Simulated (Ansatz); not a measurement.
Sb:
```xyz
4
Lattice="-4.0040 4.0040 4.0040 4.0040 -4.0040 4.0040 4.0040 4.0040 -4.0040" Properties=species:S:1:pos:R:3 pbc="T T T"
Sb     3.0030     1.0010    -1.0010
Sb     1.0010    -1.0010     3.0030
Sb    -1.0010     3.0030     1.0010
Sb     1.0010     1.0010     1.0010
```

Relaxed with r²SCAN. Special points in fractions of this cell's reciprocal vectors: Γ (0.000, 0.000, 0.000); H (0.500, -0.500, 0.500); N (0.000, 0.000, 0.500); P (0.250, 0.250, 0.250).

### Question
List the band energies nearest the Fermi level at these points for plane-wave PAW r²SCAN with spin–orbit coupling (Ansatz code).

### Answer
In eV from the Fermi level; about four levels below and three above (degenerate sets whole), none deeper than 8.9 eV; points with the same levels are listed once.

```
k                    below                          above
-  -----------------------  -----------------------------
Γ  -1.20 -1.20 -1.20 -1.20  0.52 0.52 1.00 1.00 1.00 1.00
H  -0.71 -0.71 -0.21 -0.21            0.17 0.17 0.17 0.17
N  -1.09 -1.09 -0.70 -0.70            0.23 0.23 1.36 1.36
P  -0.61 -0.33 -0.33 -0.33            0.22 0.82 0.82 0.82
```

Space group I4_132. The start of the workflow was typed in or built on a structure type; neither database checked (COD, Materials Project) lists it. It is not the phase usual at ambient conditions (space group No. 166). The cell was relaxed with r²SCAN under the symmetry of its start; whether a distortion lowers the energy is not shown. The volume moved by 66 % from the start of the relaxation.

Potentials: the later of the program's two PAW sets.
